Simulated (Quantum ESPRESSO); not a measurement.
```cif
data_In2Se2
_chemical_formula_sum 'Se2 In2'
_space_group_name_H-M_alt 'P 1'
_space_group_IT_number 1
_cell_length_a 6.30715
_cell_length_b 6.30715
_cell_length_c 4.46645
_cell_angle_alpha 109.631
_cell_angle_beta 109.631
_cell_angle_gamma 38.376
loop_
_space_group_symop_operation_xyz
  'x, y, z'
loop_
_atom_site_label
_atom_site_type_symbol
_atom_site_fract_x
_atom_site_fract_y
_atom_site_fract_z
_atom_site_occupancy
Se1 Se 0.34768 0.34768 0.36794 1
Se2 Se 0.65232 0.65232 0.63206 1
In1 In 0.11541 0.11541 0.98334 1
In2 In 0.88459 0.88459 0.01666 1
```

Cell and atoms were relaxed with PBE+D3(BJ) from Materials Project entry mp-21405, within its symmetry.

Problem. What does norm-conserving PBEsol (Quantum ESPRESSO, 86 Ry, without SOC) give for the electronic structure near the Fermi level?

Solution. The PBEsol gap is 0.45 eV; at least one edge lies off the plotted path, at a point of the SCF mesh. The smallest direct gap is 0.99 eV. Spin-orbit splittings are left out.

This is not the ordinary phase of the substance; no match was found in the copy of COD used, and its stability was not checked.
